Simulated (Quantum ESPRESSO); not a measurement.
MgAl3N3O, input and log of a self-consistent run

Computed values, not a measurement. The program is pw.x of Quantum ESPRESSO 7.5 (plane-wave density functional theory). The cell is made up: 8 atoms on a rocksalt lattice, with randomly drawn elements, strain and displacements, not relaxed. PseudoDojo standard norm-conserving files (v0.5 for PBE, v0.4.1 for LDA and PBEsol) set the functional; there is no spin polarisation, spin-orbit coupling or dispersion term, and the masses in the input are unused placeholders.

Input:

```
&control calculation='scf', pseudo_dir='./dojo.nc.sr.pbe.v0_5.standard.upf', outdir='./o', disk_io='medium', tprnfor=.true., tstress=.true. /
&system ibrav=0, nat=8, ntyp=4, nbnd=26, ecutwfc=84.00895049, nosym=.true., tot_charge=0,
 occupations='smearing', smearing='fd', degauss=0.0018374661
/
&electrons conv_thr=7.350e-09, electron_maxstep=60, /
ATOMIC_SPECIES
Al 1.0 Al.upf
Mg 1.0 Mg.upf
N 1.0 N.upf
O 1.0 O.upf
CELL_PARAMETERS angstrom
4.2676 0.0 0.0
0.0 4.2676 0.0
0.0 0.0 4.2676
ATOMIC_POSITIONS angstrom
Mg 0.0181 0.029 -0.0433
Al 0.0124 2.051 2.1214
Al 2.1707 0.0823 2.1604
Al 2.1473 2.1549 -0.0068
N 2.1168 0.0468 -0.0018
N 2.1394 2.0827 2.1282
O 4.2462 0.0431 2.1664
N 4.2205 2.1586 -0.0088
K_POINTS automatic
4 4 4 1 1 1
```

The log is shortened where brackets say so; the opening notice, blank lines, dates and the lines on written files are dropped, and the path of the files is cut. It prints rydbergs, bohrs and kilobars, and counts compression as positive stress. With no partly filled state, the Fermi energy that it prints is only some level between the filled and the empty states on the mesh, and need not lie in the true gap.

```
     Program PWSCF v.7.5
     Parallel version (MPI & OpenMP), running on       1 processor cores
     Number of MPI processes:                 1
     Threads/MPI process:                     1
     [start-up lines left out]
     bravais-lattice index     =            0
     lattice parameter (alat)  =       8.0646  a.u.
     unit-cell volume          =     524.5027 (a.u.)^3
     number of atoms/cell      =            8
     number of atomic types    =            4
     number of electrons       =        40.00
     number of Kohn-Sham states=           26
     kinetic-energy cutoff     =      84.0090  Ry
     charge density cutoff     =     336.0358  Ry
     scf convergence threshold =      7.3E-09
     mixing beta               =       0.7000
     number of iterations used =            8  plain     mixing
     Exchange-correlation= PBE
                           (   1   4   3   4   0   0   0)
     [axes and pseudopotential details left out]
   Cartesian axes
     site n.     atom                  positions (alat units)
         1        Mg     tau(   1) = (   0.0042413   0.0067954  -0.0101462  )
         2        Al     tau(   2) = (   0.0029056   0.4805980   0.4970944  )
         3        Al     tau(   3) = (   0.5086465   0.0192848   0.5062330  )
         4        Al     tau(   4) = (   0.5031634   0.5049442  -0.0015934  )
         5        N      tau(   5) = (   0.4960165   0.0109664  -0.0004218  )
         6        N      tau(   6) = (   0.5013122   0.4880261   0.4986878  )
         7        O      tau(   7) = (   0.9949855   0.0100994   0.5076390  )
         8        N      tau(   8) = (   0.9889634   0.5058112  -0.0020620  )
     number of k points=    32  Fermi-Dirac smearing, width (Ry)=  0.0018
                       cart. coord. in units 2pi/alat
        k(    1) = (   0.1250000   0.1250000   0.1250000), wk =   0.0625000
        k(    2) = (   0.1250000   0.1250000   0.3750000), wk =   0.0625000
     [further k points left out]
     Dense  grid:    54531 G-vectors     FFT dimensions: (  48,  48,  48)
     Estimated max dynamical RAM per process >      65.14 MB
     Initial potential from superposition of free atoms
     starting charge      39.9918, renormalised to      40.0000
     Starting wfcs are   33 randomized atomic wfcs
     total cpu time spent up to now is        6.6 secs
     per-process dynamical memory:    49.0 Mb
     Self-consistent Calculation
     iteration #  1     ecut=    84.01 Ry     beta= 0.70
     Davidson diagonalization with overlap
     ethr =  1.00E-02,  avg # of iterations =  3.6
     total cpu time spent up to now is       18.1 secs
     total energy              =    -227.84542881 Ry
     estimated scf accuracy    <       1.83386212 Ry
     iteration #  2     ecut=    84.01 Ry     beta= 0.70
     Davidson diagonalization with overlap
     ethr =  4.58E-03,  avg # of iterations =  2.6
     total cpu time spent up to now is       28.8 secs
     total energy              =    -228.39880149 Ry
     estimated scf accuracy    <       1.51366264 Ry
     iteration #  3     ecut=    84.01 Ry     beta= 0.70
     Davidson diagonalization with overlap
     ethr =  3.78E-03,  avg # of iterations =  2.0
     total cpu time spent up to now is       39.2 secs
     total energy              =    -228.63911955 Ry
     estimated scf accuracy    <       0.02918596 Ry
     iteration #  4     ecut=    84.01 Ry     beta= 0.70
     Davidson diagonalization with overlap
     ethr =  7.30E-05,  avg # of iterations =  6.8
     total cpu time spent up to now is       53.1 secs
     total energy              =    -228.65380925 Ry
     estimated scf accuracy    <       0.00970788 Ry
     iteration #  5     ecut=    84.01 Ry     beta= 0.70
     Davidson diagonalization with overlap
     ethr =  2.43E-05,  avg # of iterations =  4.2
     total cpu time spent up to now is       64.9 secs
     total energy              =    -228.65467710 Ry
     estimated scf accuracy    <       0.00378859 Ry
     [iterations 6 to 7 left out]
     iteration #  8     ecut=    84.01 Ry     beta= 0.70
     Davidson diagonalization with overlap
     ethr =  5.99E-07,  avg # of iterations =  2.7
     total cpu time spent up to now is       92.7 secs
     total energy              =    -228.65466869 Ry
     estimated scf accuracy    <       0.00000278 Ry
     iteration #  9     ecut=    84.01 Ry     beta= 0.70
     Davidson diagonalization with overlap
     ethr =  6.95E-09,  avg # of iterations =  4.6
     total cpu time spent up to now is      103.3 secs
     total energy              =    -228.65467042 Ry
     estimated scf accuracy    <       0.00000270 Ry
     iteration # 10     ecut=    84.01 Ry     beta= 0.70
     Davidson diagonalization with overlap
     ethr =  6.74E-09,  avg # of iterations =  2.0
     total cpu time spent up to now is      113.0 secs
     total energy              =    -228.65467065 Ry
     estimated scf accuracy    <       0.00000020 Ry
     iteration # 11     ecut=    84.01 Ry     beta= 0.70
     Davidson diagonalization with overlap
     ethr =  4.88E-10,  avg # of iterations =  2.8
     total cpu time spent up to now is      123.1 secs
     total energy              =    -228.65467072 Ry
     estimated scf accuracy    <       0.00000001 Ry
     iteration # 12     ecut=    84.01 Ry     beta= 0.70
     Davidson diagonalization with overlap
     ethr =  3.59E-11,  avg # of iterations =  2.2
     total cpu time spent up to now is      133.2 secs
     End of self-consistent calculation
          k = 0.1250 0.1250 0.1250 (  6829 PWs)   bands (ev):
   -63.9624 -30.8516 -30.7312 -30.7309  -9.9594  -5.7100  -3.5722  -3.1378
     2.6181   2.8906   3.1254   4.8933   5.6353   5.7522   6.5324   6.8328
     7.4068   7.8685   8.7727   9.1969  12.0035  12.8569  13.6540  15.7072
    15.7354  16.0196
     [levels at the other k points left out]
     the Fermi energy is    10.3657 ev
!    total energy              =    -228.65467072 Ry
     estimated scf accuracy    <          3.8E-10 Ry
     smearing contrib. (-TS)   =       0.00000000 Ry
     internal energy E=F+TS    =    -228.65467072 Ry
     The total energy is F=E-TS. E is the sum of the following terms:
     one-electron contribution =     -97.93511664 Ry
     hartree contribution      =      69.69833040 Ry
     xc contribution           =     -49.58141122 Ry
     ewald contribution        =    -150.83647326 Ry
     convergence has been achieved in  12 iterations
     Forces acting on atoms (cartesian axes, Ry/au):
     atom    1 type  2   force =    -0.01059590   -0.01275081    0.02205989
     atom    2 type  1   force =    -0.00249183    0.01914946   -0.00182993
     atom    3 type  1   force =    -0.00115046   -0.02500668   -0.00740479
     atom    4 type  1   force =    -0.00066970    0.00462075    0.00390045
     atom    5 type  3   force =     0.00825404   -0.01372435   -0.00059941
     atom    6 type  3   force =    -0.00796594    0.02401747    0.00103171
     atom    7 type  4   force =    -0.00097170    0.00451470   -0.02067860
     atom    8 type  3   force =     0.01559148   -0.00082054    0.00352069
     Total force =     0.058818     Total SCF correction =     0.000007
     Computing stress (Cartesian axis) and pressure
          total   stress  (Ry/bohr**3)                   (kbar)     P=     -178.63
  -0.00103357   0.00000357   0.00000264         -152.04        0.52        0.39
   0.00000357  -0.00092637   0.00000170            0.52     -136.27        0.25
   0.00000264   0.00000170  -0.00168299            0.39        0.25     -247.58
     init_run     :      5.95s CPU      6.47s WALL (       1 calls)
     electrons    :    117.78s CPU    126.56s WALL (       1 calls)
     forces       :      1.88s CPU      1.92s WALL (       1 calls)
     stress       :      7.05s CPU      7.11s WALL (       1 calls)
     [timing details left out]
     PWSCF        :   2m12.86s CPU   2m22.34s WALL
     JOB DONE.
```

In other units: free energy -3111.005 eV for the cell, pressure -17.86 GPa, largest force component 0.643 eV/Å. A rerun of this cell at 1437 eV and a 6 x 6 x 6 mesh moved values by no more than 0.004 eV in energy, 0.02 GPa in stress and 0.003 eV/Å in force.